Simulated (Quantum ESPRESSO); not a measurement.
Parts of the isotropic shielding in Ca₃MgS₄, by PBE GIPAW (a modified build of Quantum ESPRESSO, JTH PAW datasets), 20 Ha, k-mesh 5×5×5 shifted:

```yaml
crystal:
  lattice:
    - [5.60975, 0.00000, 0.00000]
    - [0.00000, 5.60975, 0.00000]
    - [0.00000, 0.00000, 5.60975]
  atoms:
    - { symbol: Mg, position: [0.00000, 0.00000, 0.00000] }
    - { symbol: S, position: [0.50000, 0.00000, 0.00000] }
    - { symbol: Ca, position: [0.00000, 0.50000, 0.50000] }
    - { symbol: S, position: [0.50000, 0.50000, 0.50000] }
    - { symbol: Ca, position: [0.50000, 0.00000, 0.50000] }
    - { symbol: S, position: [0.00000, 0.00000, 0.50000] }
    - { symbol: Ca, position: [0.50000, 0.50000, 0.00000] }
    - { symbol: S, position: [0.00000, 0.50000, 0.00000] }
```
The cell was made here from a computed Materials Project entry: one of 4 Ca replaced by Mg, cell and atoms relaxed (PBE without dispersion, pw.x of Quantum ESPRESSO, symmetry kept). The parent is CaS in Fm-3m; whether this form has been observed was not checked. The swapped cell is a model, not a known phase. Stability against distortions was not tested.

The core term is that of the free atom's frozen core; the paramagnetic column sums the reconstruction terms. Shieldings are absolute and leave out the bulk-susceptibility term; a larger σ means a smaller chemical shift. By our sweeps, such settings leave a few ppm in absolute σ. No d partial waves on Mg, S: the paramagnetic term there is incompletely reconstructed. PBE places the empty d or f states of Ca too low, which is known to distort σ on and beside such ions.

```csv
site,core,bare (smooth current),diamagnetic correction,paramagnetic corrections,σ_iso (ppm)
Mg (atom 1),412.8,24.8,249.8,…,…
"S1 (atoms 2, 6, 8)",979.8,28.1,-10.1,…,…
"Ca (atoms 3, 5, 7)",1265.0,62.6,29.7,…,…
S2 (atom 4),979.8,21.1,-10.1,…,…
```

**Question.** Some entries are withheld; supply them.

**Answer.** 
- Mg (atom 1), paramagnetic corrections: -115.1
- Mg (atom 1), σ_iso (ppm): 572.4
- S1 (atoms 2, 6, 8), paramagnetic corrections: -567.8
- S1 (atoms 2, 6, 8), σ_iso (ppm): 430.0
- Ca (atoms 3, 5, 7), paramagnetic corrections: -403.6
- Ca (atoms 3, 5, 7), σ_iso (ppm): 953.7
- S2 (atom 4), paramagnetic corrections: -647.2
- S2 (atom 4), σ_iso (ppm): 343.6
